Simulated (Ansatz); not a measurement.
Relaxed AlRu (CsCl type):

```yaml
crystal:
  lattice:
    - [6.00740, 0.00000, 0.00000]
    - [0.00000, 3.00370, 0.00000]
    - [0.00000, 0.00000, 3.00370]
  atoms:
    - { symbol: Al, position: [0.00000, 0.00000, 0.00000] }
    - { symbol: Al, position: [0.50000, 0.00000, 0.00000] }
    - { symbol: Ru, position: [0.25000, 0.50000, 0.50000] }
    - { symbol: Ru, position: [0.75000, 0.50000, 0.50000] }
```

The numbers are results of PBE (plane waves to 420 eV, PAW, scalar-relativistic; Ansatz, a quantum-chemistry and plane-wave program), not measurements. k mesh 6×12×12 (Γ-centred), Fermi-Dirac smearing 0.05 eV. With partly filled bands, energies and forces of such displacements shift with the k mesh and the smearing. AlRu is run without spin polarisation. AlRu was relaxed with its symmetry unable to fall.

One atom of the cell was then moved (with its periodic images), all else fixed, and the forces (eV/Å) came out as:

```json
[
 {"atom": "Al1", "Fx": "2.108", "Fy": "2.323", "Fz": "0.000"},
 {"atom": "Al2", "Fx": "0.518", "Fy": "0.397", "Fz": "0.000"},
 {"atom": "Ru3", "Fx": "1.399", "Fy": "0.139", "Fz": "0.000"},
 {"atom": "Ru4", "Fx": "-4.024", "Fy": "-2.858", "Fz": "0.000"}
]
```

Problem. Which atom was moved, and by which vector (Å)?

Solution. Ru4, by (0.29, 0.29, 0.00), 0.42 Å in all.

(For displaced atoms, the force is minus the slope of the energy, and its curvature is a force constant, which sets phonon frequencies.)
